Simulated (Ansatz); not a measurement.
Al3Ru2 in space group I4/mmm (No. 139; Al on 2a, Al on 4e, Ru on 4e), r²SCAN in the plane-wave PAW code Ansatz, all energies at zero smearing, with the estimated change up to a 700 eV cutoff added, with one set of potentials and settings (totals compare only within such a set). Cell of 5 atoms (3 Al, 2 Ru): -13406.490 eV.

```tsv
element	reference phase	E (eV/atom)
Al	Fm-3m, 1 atoms in the cell	-540.4083
Ru	P6_3/mmc, 2 atoms in the cell	-5890.7039
```

Formation energy per atom, worked out: (-13406.490 − 3×(-540.4083) − 2×(-5890.7039))/5 = -0.771 eV/atom (-74 kJ per mol of atoms), at 0 K, without zero-point energy or fitted corrections.

The first step of the workflow began from a Materials Project structure, measured or hypothetical; the Crystallography Open Database copy checked does not list it. Its standing as an ambient phase is unchecked. Symmetry was held in the r²SCAN relaxation; whether a distortion lowers the energy is not shown. The run is not spin-polarised. The references are the lowest solids computed at this level, not always the standard phases.

Potentials: the later of the program's two PAW sets.
